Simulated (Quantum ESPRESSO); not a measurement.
**NMR parameters of KF**

```
KF
1.0
    0.00000     2.65442     2.65442
    2.65442     0.00000     2.65442
    2.65442     2.65442     0.00000
K F
1 1
Direct
  0.00000   0.00000   0.00000
  0.50000   0.50000   0.50000
```
The geometry is a computed Materials Project entry, not a measured one. It is KF in Fm-3m. Stability against distortions was not tested.

Computed: shieldings by PBE GIPAW on JTH datasets (Quantum ESPRESSO, modified build), 22.5 Ha, k-mesh 5×5×5 shifted, f-sum rule met within 0.003 %.

| site | site symmetry | σ_iso (ppm) |
|---|---|---|
| K (atom 1) | m-3m | 1167 |
| F (atom 2) | m-3m | 252 |

These are absolute shieldings with no macroscopic susceptibility term; δ = σ_ref − σ needs a reference computed alike. By our sweeps, such settings leave a few ppm in absolute σ.
